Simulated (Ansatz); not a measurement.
All numbers below come from Ansatz 0.2.0, DFT PBE, scalar-relativistic, plane waves, PAW. Settings: cutoff 420 eV, Γ-centred meshes spaced at most about 0.3 Å⁻¹, and about 0.25 Å⁻¹ or finer for metals (2π included), Gaussian smearing. No spin polarisation in the final relaxations.

These are static total energies at zero pressure. All come from trial cells, and lower structures may exist.

Problem. Which of these relaxed structures of Hf3Si2N is the lowest in energy?
A.

Space group R-3m:H (No. 166). a = 5.979 Å, b = 5.979 Å, c = 9.394 Å, α = 90.00°, β = 90.00°, γ = 120.00°
| atom | site | symmetry | x | y | z |
| --- | --- | --- | --- | --- | --- |
| Hf | 9d | .2/m | 0.8333 | 0.1667 | 0.1667 |
| Si | 6c | 3m | 0.3333 | 0.6667 | 0.2846 |
| N | 3a | -3m | 0.0000 | 0.0000 | 0.0000 |

B.

Space group P4mm (No. 99). a = 3.127 Å, b = 3.127 Å, c = 10.589 Å, α = 90.00°, β = 90.00°, γ = 90.00°
```
atom  site  symmetry       x       y       z
  Hf    1a       4mm  0.0000  0.0000  0.6202
  Hf    1a       4mm  0.0000  0.0000  0.2698
  Hf    1b       4mm  0.5000  0.5000  0.8395
  Si    1a       4mm  0.0000  0.0000  0.0139
  Si    1b       4mm  0.5000  0.5000  0.4658
   N    1b       4mm  0.5000  0.5000  0.2907
```

C.

Space group P-6m2 (No. 187). a = 4.517 Å, b = 4.517 Å, c = 5.516 Å, α = 90.00°, β = 90.00°, γ = 120.00°
| atom | site | symmetry | x | y | z |
| --- | --- | --- | --- | --- | --- |
| Hf | 1f | -6m2 | 0.6667 | 0.3333 | 0.5000 |
| Hf | 1a | -6m2 | 0.0000 | 0.0000 | 0.0000 |
| Hf | 1b | -6m2 | 0.0000 | 0.0000 | 0.5000 |
| Si | 2h | 3m. | 0.3333 | 0.6667 | 0.2598 |
| N | 1e | -6m2 | 0.6667 | 0.3333 | 0.0000 |

Solution. A. It has space group R-3m (No. 166); the next, B, with space group P4mm (No. 99), lies 50 meV/atom higher. Counting Hf or Si atoms around N (for each partner element, those within 1.25 times its shortest distance or 1.15 times the sum of covalent radii, where it is the nearest in units of that sum or under 1.3), the lowest has N 6 and the next has N 5. The lowest holds Si–Si pairs (shortest 2.22 Å); in the next the shortest Si–Si distance is 3.13 Å.

Spin–orbit coupling, which can matter for Hf, is left out. A magnetic state wasn't ruled out in cells without spin, among them R-3m, P4mm, P-6m2. Cells relaxed within their symmetry can be saddle points. Some types were kept out of the candidates beforehand, so the set may lack a known form.
